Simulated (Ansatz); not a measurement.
TaAg:
```
CELL_PARAMETERS angstrom
      4.73638     0.00000     0.00000
      0.00000     2.76727     0.00000
      0.00000     0.00000     5.28099
ATOMIC_POSITIONS crystal
  Ag 0.25000 0.00000 0.85427
  Ag 0.75000 0.00000 0.14573
  Ta 0.25000 0.50000 0.35095
  Ta 0.75000 0.50000 0.64905
```

Relaxed with r²SCAN. Special points in fractions of this cell's reciprocal vectors: Γ (0.000, 0.000, 0.000); X (0.500, 0.000, 0.000); S (0.500, 0.500, 0.000); Y (0.000, 0.500, 0.000); Z (0.000, 0.000, 0.500); U (0.500, 0.000, 0.500); R (0.500, 0.500, 0.500); T (0.000, 0.500, 0.500).

Q: List the band energies nearest the Fermi level at these points for plane-wave PAW r²SCAN (Ansatz code).

A: In eV from the Fermi level; about four levels below and three above (degenerate sets whole), none deeper than 8.9 eV; points with the same levels are listed once.

```csv
k,below,above
Γ,-1.91 -1.61 -1.19 -0.08,1.98 3.16 3.45
X,-1.93 -1.93 -1.07 -1.07,0.06 0.06 3.21 3.21
S,-0.94 -0.94 -0.21 -0.21,3.80 3.80 4.37 4.37
Y,-2.12 -1.06 -0.94 -0.01,0.22 1.22 2.61
Z,-2.18 -1.82 -1.43 -1.14,1.56 3.40 3.66
U,-1.62 -1.62 -0.09 -0.09,3.15 3.15 3.62 3.62
R,-0.23 -0.23 -0.14 -0.14,0.92 0.92 2.65 2.65
T,-1.20 -1.12 -1.07 -0.16,0.29 1.91 2.04
```

Space group Pmma. The start of the workflow was typed in or built on a structure type; neither database checked (COD, Materials Project) lists it. Whether it is the stable phase at ambient conditions was not checked. Symmetry was held in the r²SCAN relaxation; its stability against distortions is not shown here. No spin polarisation was allowed. Its formation energy is positive at this level, so the cell may be metastable or incomplete. Scalar-relativistic: spin–orbit coupling is off unless named, which matters more the heavier the elements.

Potentials: the earlier of the program's two PAW sets.
